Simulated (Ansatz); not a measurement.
An Ansatz input and the part of its output that reports the observables at the nuclei.

The start is a COD entry (perhaps calculated rather than measured).

```yaml
crystal:
  lattice:
    - [7.6044, 0.0, 0.0]
    - [-3.8022, 6.5856035805, 0.0]
    - [0.0, 0.0, 2.9063]
  atoms:
    - { symbol: Si, position: [0.768477, 0.174557, 0.25] }
    - { symbol: Si, position: [0.59392, 0.768477, 0.75] }
    - { symbol: Si, position: [0.825443, 0.59392, 0.25] }
    - { symbol: Si, position: [0.231523, 0.825443, 0.75] }
    - { symbol: Si, position: [0.40608, 0.231523, 0.25] }
    - { symbol: Si, position: [0.174557, 0.40608, 0.75] }
    - { symbol: "N", position: [0.0305, 0.33024, 0.25] }
    - { symbol: "N", position: [0.70026, 0.0305, 0.75] }
    - { symbol: "N", position: [0.66976, 0.70026, 0.25] }
    - { symbol: "N", position: [0.9695, 0.66976, 0.75] }
    - { symbol: "N", position: [0.29974, 0.9695, 0.25] }
    - { symbol: "N", position: [0.33024, 0.29974, 0.75] }
    - { symbol: "N", position: [0.6666666667, 0.3333333333, 0.25] }
    - { symbol: "N", position: [0.3333333333, 0.6666666667, 0.75] }
kpoints:
  mp_grid: { grid: [4, 4, 10] }
scf:
  occupations: { method: fermi_dirac, width: 0.02 }
hamiltonian:
  xc: pbe
  pseudopotentials: { kind: paw }
output:
  forces: true
  stress: true
  populations: true
  efg:
    quadrupole_moments_barn: { "N": 0.02044 }
    contact_densities: true
  write_density: true
  write_potential: true
  elf: true
  volumetric_format: npy
relax:
  f_tol: 0.02
  max_steps: 60
```

```sh
ansatz run input.yaml --threads 1 --pin off --max-ram 2560MiB --backend cpu --events-out ev --progress --plain --runs-dir out
```

The run relaxes the ions first, and the block belongs to the relaxed positions.

Of the output, the block on the nuclei alone is shown; the set-up, the SCF iterations, energies, forces and stress are cut. One atom of each set with nearly equal values is shown.

```
--- PAW observables at the nuclei: V_zz in 10²¹ V/m², potentials from the cell's mean, atoms counted from 1 ---
  atom   1  Si V_zz =    +0.973428   η = 0.4205   by run symmetry: allowed
            electrostatic potential = -1359.916118 V   contact ρ = 12804.221317 e/Å³
  atom   7  N  V_zz =    -4.937339   η = 0.0721   by run symmetry: allowed   C_q = -2.4402 MHz
            electrostatic potential = -516.059177 V   contact ρ = 1411.724629 e/Å³
  atom  13  N  V_zz =    -4.894410   η = 0.0000   by run symmetry: allowed   C_q = -2.4190 MHz
            electrostatic potential = -516.462469 V   contact ρ = 1411.790353 e/Å³
```

The relaxation (2 steps) took 31 s of wall time (31 s of CPU time) and 0.46 GiB at its peak, on 1 thread of Arm Neoverse V1 (aarch64; 28 cores open to the job, memory cap 2.5 GiB, no GPU), a shared host with a load of 1.0 a core.

At this cell the PBE pressure is 6 GPa, so with PBE the cell would grow if it were relaxed.
